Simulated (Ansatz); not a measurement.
Here is the system:

LaGa2 (space group P6/mmm)

```cif
data_Ga2La
_chemical_formula_sum 'La1 Ga2'
_space_group_name_H-M_alt 'P 1'
_space_group_IT_number 1
_cell_length_a 4.29515
_cell_length_b 4.29515
_cell_length_c 4.49178
_cell_angle_alpha 90.000
_cell_angle_beta 90.000
_cell_angle_gamma 120.000
loop_
_space_group_symop_operation_xyz
  'x, y, z'
loop_
_atom_site_label
_atom_site_type_symbol
_atom_site_fract_x
_atom_site_fract_y
_atom_site_fract_z
_atom_site_occupancy
La1 La 0.00000 0.00000 0.00000 1
Ga1 Ga 0.33333 0.66667 0.50000 1
Ga2 Ga 0.66667 0.33333 0.50000 1
```

E(V) scan at fixed shape, V₀ the volume above. Symmetry pins the atoms to their sites.

Calculation: r2SCAN (plane waves to 500 eV, PAW, scalar-relativistic; Ansatz, a quantum-chemistry and plane-wave program). k mesh 13×13×10 (Γ-centred), Fermi-Dirac smearing 0.05 eV. The energy includes the smearing's −TS. Compression counts positive. With the shape held, the modulus is that of even scaling; a crystal free to change shape is softer. LaGa2 is run without spin polarisation. LaGa2 was relaxed with its symmetry unable to fall. The zero of ΔE is the relaxed starting cell.

The scan covers V/V₀ from 0.840 to 1.160 in 11 points.

Question: What is ΔE at V/V₀ = 0.840?

Answer: 191 meV/atom.

Question: What pressure does the cell carry at V/V₀ = 0.840?

Answer: 18.5 GPa.

Question: What is ΔE at V/V₀ = 1.160?

Answer: 108 meV/atom.

(A scan under strain: stresses follow from slopes of the energy per volume, elastic moduli from its curvatures.)
